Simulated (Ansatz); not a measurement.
Hf3Si in space group Fm-3m (No. 225; Si on 4a, Hf on 4b, Hf on 8c) at seven volumes, HSE06 in the plane-wave PAW code Ansatz, scaled uniformly. One row is withheld.

| V (Å³/atom) | P (GPa) |
|---|---|
| 17.626 | 13.70 |
| 18.207 | 8.32 |
| 18.788 | 3.94 |
| 19.369 | 0.01 |
| 19.950 | ? |
| 20.531 | -6.62 |
| 21.112 | -9.24 |

### Question
Fit the shown pressures and predict the withheld one.

### Answer
P = (3/2)B₀(x^(7/2) − x^(5/2))[1 + (3/4)(B′ − 4)(x − 1)] with x = (V₀/V)^(2/3). Least squares on the six rows gives V₀ = 19.359 Å³/atom, B₀ = 124 GPa, B′ = 3.44. At V = 19.950, x = 0.9802 and P = -3.54 GPa. The run itself gave -3.56 GPa.

A made-up cell: these elements were put on the sites of a structure type; neither database checked (COD, Materials Project) lists it. Its standing as an ambient phase is unchecked. The cell was relaxed with HSE06 under the symmetry of its start; whether a distortion lowers the energy is not shown. No spin polarisation was allowed. The hybrid run found no gap, on a coarse k-mesh. Scalar-relativistic: spin–orbit coupling is off unless named, which matters more the heavier the elements.

Potentials: the later of the program's two PAW sets.
